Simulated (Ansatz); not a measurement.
Starting cell, Ga₂O₃ (corundum):

```yaml
crystal:
  lattice:
    - [2.52884, 1.46003, 4.54105]
    - [-2.52884, 1.46003, 4.54105]
    - [0.00000, -2.92005, 4.54105]
  atoms:
    - { symbol: Ga, position: [0.35584, 0.35584, 0.35584] }
    - { symbol: Ga, position: [0.14416, 0.14416, 0.14416] }
    - { symbol: Ga, position: [0.64416, 0.64416, 0.64416] }
    - { symbol: Ga, position: [0.85584, 0.85584, 0.85584] }
    - { symbol: O, position: [0.55313, 0.94687, 0.25000] }
    - { symbol: O, position: [0.25000, 0.55313, 0.94687] }
    - { symbol: O, position: [0.94687, 0.25000, 0.55313] }
    - { symbol: O, position: [0.44687, 0.05313, 0.75000] }
    - { symbol: O, position: [0.75000, 0.44687, 0.05313] }
    - { symbol: O, position: [0.05313, 0.75000, 0.44687] }
```

The atoms are displaced by Q × the pattern below (from a DFPT mode at Γ, largest move 1; Q in Å), at fixed cell. It is one choice among 2 degenerate patterns.

```
atom       x       y       z
----  ------  ------  ------
Ga1   -0.052   0.171   0.000
Ga2    0.052   0.171   0.000
Ga3   -0.052   0.171   0.000
Ga4    0.052   0.171   0.000
O5     0.000  -0.427   0.904
O6     0.060  -0.531  -0.452
O7    -0.060  -0.531  -0.452
O8     0.000  -0.427   0.904
O9     0.060  -0.531  -0.452
O10   -0.060  -0.531  -0.452
```

Computed with PBE (plane waves to 420 eV, PAW, scalar-relativistic; Ansatz, a first-principles code). k mesh 8×8×8 (Γ-centred), Fermi-Dirac smearing 0.05 eV. The energy includes the smearing's −TS. Ga2O3 was relaxed with its symmetry unable to fall. The zero of ΔE is the undisplaced structure.

```json
[
 {"Q (Å)": "-0.180", "ΔE (meV/cell)": "829"},
 {"Q (Å)": "-0.150", "ΔE (meV/cell)": "568"},
 {"Q (Å)": "-0.120", "ΔE (meV/cell)": "360"},
 {"Q (Å)": "-0.090", "ΔE (meV/cell)": "withheld"},
 {"Q (Å)": "-0.060", "ΔE (meV/cell)": "89"},
 {"Q (Å)": "-0.030", "ΔE (meV/cell)": "22"},
 {"Q (Å)": "0.000", "ΔE (meV/cell)": "0"},
 {"Q (Å)": "0.030", "ΔE (meV/cell)": "22"},
 {"Q (Å)": "0.060", "ΔE (meV/cell)": "89"},
 {"Q (Å)": "0.090", "ΔE (meV/cell)": "withheld"},
 {"Q (Å)": "0.120", "ΔE (meV/cell)": "360"},
 {"Q (Å)": "0.150", "ΔE (meV/cell)": "568"},
 {"Q (Å)": "0.180", "ΔE (meV/cell)": "829"}
]
```

Problem. Fit an even polynomial form (powers 2, 4) to the given rows and predict ΔE at Q = -0.090.

Solution. Least squares on the 11 given rows: ΔE = (24520)·Q² + (32910)·Q⁴, in meV/cell with Q in Å; root-mean-square residual 0.2 meV/cell. At -0.090 the fit gives 201 meV/cell; the calculation gives 201 meV/cell, the same to the digits shown. The quadratic term alone would give 199 meV/cell.

(For displaced atoms, the force is minus the slope of the energy, and its curvature is a force constant, which sets phonon frequencies.)
